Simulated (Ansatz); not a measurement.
# Structures of Rb2H: which is lowest?

Plane-wave DFT in Ansatz with scalar-relativistic PAW potentials, cutoff 420 eV, Γ-centred meshes chosen by cell and gap, Gaussian smearing with energies taken to zero width. Every cell was relaxed (cell and atoms) in a run of its own, within the symmetry of its start. Functional: PBE.

Relaxed structures (starts from databases or built by putting these elements on another compound's sites):
A. P4/nmm, 6 atoms in the computed cell, a = 5.605 Å, c = 10.530 Å; sites (symmetry × multiplicity) Rb -4m2 × 2 + 4mm × 2, H 4mm × 2; start: built
B. P4_2/nmc, 6 atoms in the computed cell, a = 4.529 Å, c = 15.651 Å; sites (symmetry × multiplicity) Rb 2mm. × 4, H -4m2 × 2; start: built

Rank them by energy. Could pressure change the order?

| structure | group | E − E(lowest) (meV/atom) | V (Å³/atom) | gap on mesh (eV) |
| --- | --- | --- | --- | --- |
| B | P4_2/nmc | 0.0 | 53.51 | 0.00 |
| A | P4/nmm | 215 | 55.14 | 0.00 |

B is lowest, 215 meV/atom under A. The lowest is also the densest of these, so pressure wouldn't bring one of the others in at first order. Other structures may lie lower than all of these, and vibrations aren't counted.